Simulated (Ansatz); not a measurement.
SrO (rock salt), relaxed with HSE06 (Ansatz, a program for electronic structure, plane waves, PAW): a = 5.154 Å, b = 5.154 Å, c = 5.154 Å, α = 90.00°, β = 90.00°, γ = 90.00°.

- gap (eV): 4.79
- B₀ by P(V) fit (GPa): 92.6

Question: The same phase is relaxed and computed with r²SCAN in the same code. What are the cell and these values now?

Answer: a = b = c = 5.1603 Å, α = β = γ = 90.00°.

* **gap (eV)**: 3.80
* **B₀ by P(V) fit (GPa)**: 93.6

All cells were relaxed under the symmetry of their starts (and spin orders); stability against distortions was not tested throughout. Scalar-relativistic: spin–orbit coupling is off unless named, which matters more the heavier the elements.

Potentials: the earlier of the program's two PAW sets.

Ansatz is a plane-wave DFT program.
